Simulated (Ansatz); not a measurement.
PtS$_{2}$ in space group P6_3/mmc (No. 194; Pt on 2c, S on 4f) at seven volumes, plane-wave PAW PBE (Ansatz code), shape and atoms relaxed at each. One row is withheld.

```json
[
 {"V (Å³/atom)": "18.020", "P (GPa)": "?"},
 {"V (Å³/atom)": "18.614", "P (GPa)": "1.55"},
 {"V (Å³/atom)": "19.208", "P (GPa)": "0.75"},
 {"V (Å³/atom)": "19.802", "P (GPa)": "0.00"},
 {"V (Å³/atom)": "20.397", "P (GPa)": "-0.68"},
 {"V (Å³/atom)": "20.991", "P (GPa)": "-1.01"},
 {"V (Å³/atom)": "21.585", "P (GPa)": "-1.12"}
]
```

### Question
Fit the shown pressures and predict the withheld one.

### Answer
P = (3/2)B₀(x^(7/2) − x^(5/2))[1 + (3/4)(B′ − 4)(x − 1)] with x = (V₀/V)^(2/3). Least squares on the six rows gives V₀ = 19.747 Å³/atom, B₀ = 20.8 GPa, B′ = 9.36. At V = 18.020, x = 1.0629 and P = 2.86 GPa. The run itself gave 2.74 GPa.

The cell is a constructed one: a structure type filled with these elements; neither database checked (COD, Materials Project) lists it. COD files the formula under space group No. 164, so this cell is another polymorph or a model. Its standing as an ambient phase is unchecked. The PBE relaxation kept the symmetry of its start; its stability against distortions is not shown here. The run is not spin-polarised. A crystal of weakly bound layers computed without a dispersion correction: the cell and the soft elastic constants depend strongly on that. Spin–orbit coupling is left out wherever it is not named.

Potentials: the later of the program's two PAW sets.
